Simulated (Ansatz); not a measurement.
Ansatz (a program for electronic structure) input:

Ansatz 0.2 input:
```yaml
crystal:
  lattice:
    - [3.0918360345, 0.0, 0.0]
    - [-1.5459180173, 2.6776085502, 0.0]
    - [0.0, 0.0, 5.0625566235]
  atoms:
    - { symbol: Li, position: [0.3333333333, 0.6666666667, 0.25] }
    - { symbol: Li, position: [0.6666666667, 0.3333333333, 0.75] }
kpoints:
  mp_grid: { grid: [15, 15, 8] }
hamiltonian:
  xc: r2scan
  pseudopotentials: { azcp: { folder: ./paw }, kind: paw }
scf:
  occupations: { method: fermi_dirac, width: 0.1 }
phonons:
  method: dfpt
  response_accuracy: low
  eigenvectors: true
  rigid_motions: translations
```

Output (shortened):

```
Pseudopotential: Li, paw, valence charge 3
Functional definition: r2SCAN
Crystal: 2 atoms, lattice volume = 41.912 Å³
Basis set: ecut = 500 eV, 1099 PW (Γ), exchange–correlation on 120×120×200 points (125 copies of the dense FFT grid, shifted against one another)
Bands: 7, of which v1, the nominal top of the filled ones, is band 3 counted from 1 (2 counted from 0)
Symmetry: 24 space group operations
k-points: 488 of 1800 (irreducible under 2 space group operations, time reversal used)
iter 1 solved again at ethr=1.44e-4 eV; its pass at ethr=3.10e-3 eV (dr2=8.63e-3 eV) is discarded
SCF iter   1: F=—  HF=-410.254386 eV  |F-HF|=—  |Δ(HF+E_count)|=         —  Δρ=4.04e-3  dr2=8.59e-3  dr2_τ=4.75e-4  ethr=1.44e-4  ⟨swp⟩=1.0  Hψ=31264  notcnv=0
preconditioner: auto → none
SCF iter   2: F=—  HF=-410.280879 eV  |F-HF|=—  |Δ(HF+E_count)|=   2.65e-2  Δρ=2.75e-3  dr2=4.15e-3  dr2_τ=7.89e-6  ethr=1.43e-4  ⟨swp⟩=3.0  Hψ=6748  notcnv=0
SCF iter   3: F=—  HF=-410.283899 eV  |F-HF|=—  |Δ(HF+E_count)|=   3.02e-3  Δρ=1.61e-4  dr2=1.47e-5  dr2_τ=1.37e-6  ethr=6.91e-5  ⟨swp⟩=1.6  Hψ=4046  notcnv=0
SCF iter   4: F=—  HF=-410.283958 eV  |F-HF|=—  |Δ(HF+E_count)|=   5.94e-5  Δρ=2.30e-5  dr2=9.22e-8  dr2_τ=6.12e-9  ethr=2.45e-7  ⟨swp⟩=2.0  Hψ=4943  notcnv=0
SCF iter   5: F=—  HF=-410.283959 eV  |F-HF|=—  |Δ(HF+E_count)|=   6.23e-7  Δρ=5.02e-6  dr2=1.45e-8  dr2_τ=2.20e-10  ethr=1.54e-9  ⟨swp⟩=2.0  Hψ=5098  notcnv=0
SCF iter   6: F=—  HF=-410.283959 eV  |F-HF|=—  |Δ(HF+E_count)|=   1.11e-9  Δρ=6.87e-7  dr2=9.83e-11  dr2_τ=2.39e-12  ethr=2.42e-10  ⟨swp⟩=1.9  Hψ=3981  notcnv=0
SCF iter   7: F=-410.283959 eV  HF=-410.283959 eV  |F-HF|=3.98e-13  |Δ(HF+E_count)|=  2.52e-11  Δρ=4.50e-8  dr2=4.44e-13  dr2_τ=2.24e-14  ethr=1.00e-12  ⟨swp⟩=4.4  Hψ=9931  notcnv=0
SCF 1 converged in 7 iterations: F = -410.283959 eV  dr2 = 4.44e-13
DFPT response loops at Γ: preconditioner auto → Kerker (q_TF=auto, 1.973 Å⁻¹) (partly filled bands, converged f_vac=0.000) …
SCF converged after 7 iterations
Free energy (F): -410.283959 eV
Harris-Foulkes:  -410.283959 eV  (|F-HF|=3.98e-13)
Internal energy: -410.254000 eV  (E = F + TS)
E sigma→0 (E₀):  -410.268979 eV
Entropy (-TS):   -0.029959 eV (-14.980 meV/atom)
Fermi energy:    0.946298 eV
--- Per-component energies (eV) ---
  E_band       = -189.840107
  E_kinetic    = 31.142412
  E_local      = -282.316256  (includes V_loc(G=0)·N_el)
  E_nonlocal   = -39.678211
  E_hartree    = 81.495516
  E_xc         = -15.627697
  E_vxc        = -22.123199  (∫ρ·V_xc dr)
  E_paw        = -49.506746  (= ΣΔE_a)
  E_vpaw       = -41.060548  (= ΣTr[D̂ρ^β])
  E_aug_tail   = 0.000263  (compensation charges beyond the density's cutoff)
  E_vtau       = 1.204403  (kinetic-family band-sum trace: ∫τ·v_τ [+ j·A + Jᵃ·Aᵃ] dr)
  E_ewald      = -135.763281
  E_smearing   = -0.029959  (= −TS)
  E_closure    =  0.000000  (closes the sum)
  Σ components = -410.283959   (vs F -410.283959, Δ=0.00e0)
  [band-id]    e_kinetic+e_local+e_nonlocal+2·e_hartree+e_vxc+e_vpaw+e_augmentation_tail+e_vtau = -189.840104   (vs E_band -189.840107, Δ=2.85e-6)
--- Band table (eV; the first three rows and the last of 488) ---
  k-point 0: bands = ["-47.1992", "-47.1825", "-2.9345", "0.9522", "3.9270", "14.4502", "14.4502"]
  k-point 1: bands = ["-47.1986", "-47.1831", "-2.8584", "0.5276", "4.5280", "14.5246", "14.5246"]
  k-point 2: bands = ["-47.1967", "-47.1849", "-2.6303", "-0.2694", "5.8523", "13.5019", "14.7408"]
  k-point 487: bands = ["-47.1833", "-47.1772", "0.0042", "3.4449", "5.1876", "6.0205", "7.9891"]
--- Phonons (Γ-DFPT): 2 representative perturbations + reference, on 488 of 1800 k-points (Σ response iterations 10) ---
  ASR residual: 2.921e-4 → 0.000e0 eV/Å²; symmetrization residual: 5.009e-9 eV/Å²
  ASR residual per site (eV/Å²): 2.92e-4 2.92e-4
  Γ frequencies (cm⁻¹): 0.00 0.00 0.00 119.32 119.32 322.09
  non-analytic LO–TO correction: not included (Born effective charges unavailable; polar crystals: no LO–TO splitting at Γ)
```

Cost: very roughly 110 core-seconds on shared cores.

Space group P6_3/mmc (hcp (Mg type)). The workflow started from a Materials Project entry (that database holds measured and hypothetical structures alike); the Crystallography Open Database files this formula in space group No. 194, but the cells were not matched. It is not the phase usual at ambient conditions (space group No. 229). The r²SCAN relaxation kept the symmetry of its start; of distortions, only those at the zone centre were tested. As this level gives no gap, phonon frequencies hold no LO–TO term and depend on the k-mesh and smearing (Fermi–Dirac, 0.1 eV here).

Potentials: the earlier of the program's two PAW sets.

Ansatz is a plane-wave DFT program.
